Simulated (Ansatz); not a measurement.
TaNO:
```cif
data_N8O8Ta8
_chemical_formula_sum 'Ta8 N8 O8'
_space_group_name_H-M_alt 'C2/m'
_space_group_IT_number 12
_space_group_name_Hall '-C 2y'
_cell_length_a 13.04353
_cell_length_b 3.86012
_cell_length_c 6.69294
_cell_angle_alpha 90.000
_cell_angle_beta 107.645
_cell_angle_gamma 90.000
loop_
_space_group_symop_operation_xyz
  'x, y, z'
  '-x, -y, -z'
  '-x, y, -z'
  'x, -y, z'
  'x+1/2, y+1/2, z'
  '-x+1/2, -y+1/2, -z'
  '-x+1/2, y+1/2, -z'
  'x+1/2, -y+1/2, z'
loop_
_atom_site_label
_atom_site_type_symbol
_atom_site_symmetry_multiplicity
_atom_site_Wyckoff_symbol
_atom_site_fract_x
_atom_site_fract_y
_atom_site_fract_z
_atom_site_occupancy
Ta1 Ta 4 i 0.10250 0.50000 0.20541 1
Ta2 Ta 4 i 0.31046 0.00000 0.19475 1
N1 N 4 i 0.25884 0.50000 0.14740 1
N2 N 4 i 0.44572 0.00000 0.13769 1
O1 O 4 i 0.35888 0.00000 0.49404 1
O2 O 4 i 0.13510 0.00000 0.20937 1
```
(The calculation used a cell of 12 atoms; values per cell refer to that cell.)

Relaxed at zero pressure with PBEsol in the plane-wave PAW code Ansatz.

Problem. The volume is lowered by 6 % and shape and atoms relax at that volume. What pressure results, and how do the axes share the change?

Solution. 15.8 GPa; a -2.0 %, b -2.2 %, c -1.4 %; the energy rises by 39 meV/atom.

Problem. Give the new structure.

Solution. 
Space group C2/m (No. 12); a = 12.783 Å, b = 3.774 Å, c = 6.596 Å, α = γ = 90.00°, β = 108.45°

```json
[
 {"atom": "Ta", "site": "4i", "symmetry": "m", "x": "0.1037", "y": "0.5000", "z": "0.2045"},
 {"atom": "Ta", "site": "4i", "symmetry": "m", "x": "0.3120", "y": "0.0000", "z": "0.1980"},
 {"atom": "N", "site": "4i", "symmetry": "m", "x": "0.2608", "y": "0.5000", "z": "0.1498"},
 {"atom": "N", "site": "4i", "symmetry": "m", "x": "0.4459", "y": "0.0000", "z": "0.1335"},
 {"atom": "O", "site": "4i", "symmetry": "m", "x": "0.3702", "y": "0.0000", "z": "0.4959"},
 {"atom": "O", "site": "4i", "symmetry": "m", "x": "0.1410", "y": "0.0000", "z": "0.2216"}
]
```

The phase is kept; no other phase was compared at this pressure.

The workflow started from a Materials Project entry (that database holds measured and hypothetical structures alike); the Crystallography Open Database files this formula in space group No. 12, but the cells were not matched. Its standing as an ambient phase is unchecked. Symmetry was held in the PBEsol relaxation; whether a distortion lowers the energy is not shown. The run is not spin-polarised. Scalar-relativistic: spin–orbit coupling is off unless named, which matters more the heavier the elements.

Potentials: the later of the program's two PAW sets.
